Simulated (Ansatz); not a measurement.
What a change of settings does to a run on PbF2

The cell was built from the fluorite type and relaxed in the same program, and has space group Fm-3m; it needn't be a known or the stable phase.

First run: DFT, PBE, PAW with Ansatz's default frozen-core files, scalar-relativistic (Ansatz 0.2.0).

Command: `ansatz run input.yaml --threads 1 --pin off --max-ram 3072MiB --backend cpu --events-out ev --progress --plain --runs-dir out` The run took about 20 s on 1 thread of a shared machine.

```yaml
crystal:
  lattice:
    - [0.0, 2.999998734, 2.999998734]
    - [2.999998734, 0.0, 2.999998734]
    - [2.999998734, 2.999998734, 0.0]
  atoms:
    - { symbol: Pb, position: [0.0, 0.0, 0.0] }
    - { symbol: F, position: [0.25, 0.25, 0.25] }
    - { symbol: F, position: [0.75, 0.75, 0.75] }
kpoints:
  mp_grid: { grid: [11, 11, 11] }
  band_path:
    path:
      - [0.0, 0.0, 0.0]
      - [0.5, 0.0, 0.5]
      - [0.625, 0.25, 0.625]
      - [0.375, 0.375, 0.75]
      - [0.0, 0.0, 0.0]
      - [0.5, 0.5, 0.5]
      - [0.5, 0.25, 0.75]
      - [0.5, 0.0, 0.5]
    npoints: 14
scf:
  occupations: { method: fermi_dirac, width: 0.05 }
hamiltonian:
  xc: pbe
  pseudopotentials: { kind: paw }
output:
  forces: true
  stress: true
  eigenvalues: true
  efg: { contact_densities: true }
  populations: true
  bader: true
  dos: { projected: true, de: 0.2, e_range: [-14, 8] }
  write_density: true
  write_potential: true
  elf: true
  volumetric_format: npy
```

Result: converged; pressure 0.03 GPa; gap on the k mesh 4.44 eV (the mesh can miss the band edges); 6 SCF iterations.

Spin–orbit coupling is left out, though it moves levels of the heavy atoms by tenths of an eV or more.

The input is then changed:

```diff
@@ -23,4 +23,5 @@
 scf:
   occupations: { method: fermi_dirac, width: 0.05 }
+  mixing: { algorithm: broyden, beta: 0.9, ndim: 16 }
 hamiltonian:
   xc: pbe
@@ -32,9 +33,9 @@
   efg: { contact_densities: true }
   populations: true
-  bader: true
-  dos: { projected: true, de: 0.2, e_range: [-14, 8] }
   write_density: true
   write_potential: true
   elf: true
   volumetric_format: npy
+basis:
+  xc_grid: 1
```

Q: What does the second run give?

A: It converged; energy at zero smearing 0.0 meV/atom from the first run; pressure 0.03 GPa; gap on the k mesh 4.44 eV (the mesh can miss the band edges); 5 SCF iterations.

The results part of its log:

```
SCF 1 converged in 5 iterations: F = -13524.711744 eV  dr2 = 1.65e-8
  greatest PAW one-centre occupation: 0.984 electrons in one spin orbital (limit 2), on the Pb atom at site 0 (counted from 0), in its partial waves of l = 2
NSCF: frozen V_eff on 99 k-points
SCF converged after 5 iterations
Stability not checked: this state was not tested for a lower state beside it, because the mixer in use, unlike msr1, does not test its closes by its own steps (another_mixer; see scf.mixing.algorithm and scf.lower_state_search)
Free energy (F): -13524.711744 eV
Harris-Foulkes:  -13524.711744 eV  (|F-HF|=1.17e-8)
Internal energy: -13524.711744 eV  (E = F + TS)
E sigma→0 (E₀):  -13524.711744 eV
Fermi energy:    6.782425 eV
--- Per-component energies (eV) ---
  E_band       = -134.301010
  E_kinetic    = 697.373154
  E_local      = -2293.780276  (includes V_loc(G=0)·N_el)
  E_nonlocal   = 496.867061
  E_hartree    = 880.754747
  E_xc         = -381.420141
  E_vxc        = -337.824756  (∫ρ·V_xc dr)
  E_paw        = -10801.639171  (= ΣΔE_a)
  E_vpaw       = -458.446131  (= ΣTr[D̂ρ^β])
  E_aug_tail   = 0.004121  (compensation charges beyond the density's cutoff)
  E_ewald      = -2122.871238
  E_smearing   = -0.000000  (= −TS)
  E_closure    = 0.000000  (closes the sum)
  Σ components = -13524.711744   (vs F -13524.711744, Δ=0.00e0)
--- Forces (eV/Å), atoms counted from 1 ---
  atom   1  Pb    -0.00000000     0.00000000    -0.00000000
  atom   2  F      0.00000000    -0.00000000     0.00000000
  atom   3  F     -0.00000000     0.00000000    -0.00000000
  max |Σ_I F_I| component: 4.63e-18 eV/Å
--- Stress (GPa, compression-positive) ---
        0.026619      -0.000000      -0.000000
       -0.000000       0.026619      -0.000000
        0.000000       0.000000       0.026619
  P = ⅓ Tr σ = 0.0266 GPa (0.266 kbar)
--- PAW observables at the nuclei: V_zz in 10²¹ V/m², potentials from the cell's mean, atoms counted from 1 ---
  atom   1  Pb V_zz =    -0.000000   η = 0.0000   by run symmetry: forbidden
            electrostatic potential = -17476.224008 V   contact ρ = 16532934.456793 e/Å³
  atom   2  F  V_zz =    -0.000000   η = 0.0000   by run symmetry: forbidden
            electrostatic potential = -740.156217 V   contact ρ = 3128.595701 e/Å³
  atom   3  F  V_zz =    -0.000000   η = 0.0000   by run symmetry: forbidden
            electrostatic potential = -740.156217 V   contact ρ = 3128.595701 e/Å³
--- Band table (eV; the first three rows and the last of 56) ---
  k-point 0: bands = ["-16.3353", "-15.7790", "-9.9314", "-9.9314", "-9.9314", "-9.8881", "-9.8881", "-0.1492", "2.2283", "2.2283", "2.2283", "2.7145", "2.7145", "2.7145", "11.2122", "11.2122", "11.2122", "15.0247"]
  k-point 1: bands = ["-16.3209", "-15.7920", "-9.9284", "-9.9284", "-9.9165", "-9.8881", "-9.8881", "-0.2735", "2.1536", "2.2138", "2.2138", "2.7012", "2.7012", "2.9270", "10.9053", "11.2757", "11.2757", "15.5298"]
  k-point 2: bands = ["-16.2805", "-15.8283", "-9.9221", "-9.9221", "-9.8866", "-9.8866", "-9.8771", "-0.5613", "2.0331", "2.1748", "2.1748", "2.6653", "2.6653", "3.3659", "10.3457", "11.4471", "11.4471", "16.5478"]
  k-point 55: bands = ["-16.0411", "-16.0334", "-9.9051", "-9.8796", "-9.8595", "-9.8044", "-9.7902", "-1.6647", "1.0831", "1.9060", "2.1811", "3.0473", "3.1481", "4.4728", "10.2897", "10.6531", "11.9443", "14.6505"]
--- Löwdin populations: 3 sites ---
  site symbol       q [e]
     0     Pb     12.8333
     1      F      7.5445
     2      F      7.5445
  spilling = 0.002772 (of n_electrons = 28.000000)
```
